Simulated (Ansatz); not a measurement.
**rocksalt-structured HfN**

Method: r²SCAN, scalar-relativistic; no spin polarisation; PAW, 500 eV, 12×12×12 k-mesh, Gaussian smearing of 0.05 eV; code Ansatz; PAW files: Ansatz's generated set soft_2.

```
Hf N
1.0
     0.00000    2.26239    2.26239
     2.26239    0.00000    2.26239
     2.26239    2.26239    0.00000
Hf N
1 1
Cartesian
  2.2624 2.2624 2.2624
  0.0000 0.0000 0.0000
```

The start was a prototype's sites filled with these elements; the Crystallography Open Database holds the compound in this structure.

The run above is the reference. The same cell was run again with other input settings; several of them aren't fit for production, so the rows show the settings' effect and aren't properties of the material.

| keys changed | outcome | ΔE (meV/atom) | P (GPa) | gap on the mesh (eV) | cell moment (μB) | largest force component (eV/Å) | SCF iterations | rough core-seconds | new warnings |
| --- | --- | --- | --- | --- | --- | --- | --- | --- | --- |
| none (reference) | converged | 0.0 | 0.0 | metal | – | 0.000 | – | – | – |
| hamiltonian.dispersion: "d3bjatm"; hamiltonian.xc: "r2scan" → "lda" | converged | – | -15.3 | metal | – | 0.000 | 6 | 2.8 | dispersion damping borrowed |
| basis.ecutwfc: 500 → "350 eV"; hamiltonian.dispersion: "d3bjatm"; hamiltonian.pseudopotentials: {"kind": "nc"} | converged | – | 271.1 | metal | – | 0.000 | 12 | 5 | cutoff below recommended |
| hamiltonian.hubbard: {"sites": [{"species": "Hf", "l": "d", "u_eff": 4.0}], "double_counting": "fll"}; accuracy: "medium"; scf.mixing.algorithm: "msr1"; scf.mixing.beta: 0.2 | converged | – | 5.9 | metal | – | 0.000 | 9 | 8 | filled band counts differ across k points |
| scf.eigensolver.kind: "davidson"; basis.precision: "f64" | converged | 0.0 | 0.0 | metal | – | 0.000 | 7 | 5 | – |
| basis.xc_grid: 2 | converged | -0.1 | 0.0 | metal | – | 0.000 | 7 | 5 | – |

These changes also left energy (to 0.1 meV/atom), pressure, gap, moment and forces as in the reference: scf.n_extra_bands: 32.

ΔE is the energy with the smearing extrapolated to zero. It is left out where the change alters the Hamiltonian or the spin treatment. The varied runs start from atomic densities (corrected by the program's trained start where that serves), with the default search for lower states unless a row changes it.

Question: What happens with these changes: scf.occupations.method: "gaussian" → "methfessel_paxton"; scf.occupations.width: 0.05 → 0.2; basis.ecutrho_ratio: 4 → 9?

Answer: outcome converged, ΔE (meV/atom) 0.3, P (GPa) 0.0, gap on the mesh (eV) metal, largest force component (eV/Å) 0.000, SCF iterations 8, rough core-seconds 6.

Question: What happens with these changes: kpoints.mp_grid.grid: [12, 12, 12] → [6, 6, 6]?

Answer: outcome converged, ΔE (meV/atom) -15.9, P (GPa) -0.1, gap on the mesh (eV) metal, largest force component (eV/Å) 0.000, SCF iterations 7, rough core-seconds 2.2.

Other pseudopotential files need their own cutoff; where it is too low, pressure and moments show the cutoff and not the files.

In «basis.ecutwfc: 500 → "350 eV"; hamiltonian.dispersion: "d3bjatm"; hamiltonian.pseudopotentials: {"kind": "nc"}» the pressure rises though a dispersion correction pulls inward, so the other changes outweigh it.

The pair part of a dispersion correction pulls inward (a three-body part mostly pushes out), and in metals and ionic crystals with large ions it often overbinds.

1 further run (cut off, refused for memory, with changed atoms or starts, or in doubt) is left out.

Of the reference: No spin–orbit coupling, a notable omission for heavy elements. The cell is a metal with an odd number of electrons, and spin polarisation wasn't tried.
